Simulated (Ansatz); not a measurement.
A geometry of W away from equilibrium: the start of the relaxation of a generated cell, W built in the AFLOW prototype A_cI16_220_c (as in Li). All values below come from r2SCAN (plane waves to 500 eV, PAW, scalar-relativistic; Ansatz, a first-principles code). Γ-centred k-mesh 11×11×11 on the run's cell, Fermi–Dirac smearing 0.05 eV.

```xyz
8
Lattice="-3.1600 3.1600 3.1600 3.1600 -3.1600 3.1600 3.1600 3.1600 -3.1600" Properties=species:S:1:pos:R:3:forces:R:3 pbc="T T T" free_energy=-83172.095 pressure_GPa=17.7
W      1.2703     1.2703     1.2703    0.7280    0.7280    0.7280
W     -1.2703     1.8897     1.2703   -0.7280   -0.7280    0.7280
W      1.8897     1.2703    -1.2703   -0.7280    0.7280   -0.7280
W      1.2703    -1.2703     1.8897    0.7280   -0.7280   -0.7280
W      2.8503     2.8503     2.8503    0.7280    0.7280    0.7280
W      0.3097     3.4697    -0.3097   -0.7280   -0.7280    0.7280
W      3.4697    -0.3097     0.3097   -0.7280    0.7280   -0.7280
W     -0.3097     0.3097     3.4697    0.7280   -0.7280   -0.7280
```

Positions in Å, forces in eV/Å, free energy of the cell in eV (comparable only within this code, potentials and settings). Largest force: 1.26 eV/Å, on W1, W2, W3, W4, W5, W6, W7, W8 (atoms numbered as listed); the geometry lies 0.79 eV/atom above the end of its relaxation.

No spin polarisation in the result.

The run could not lose the symmetry of its start.
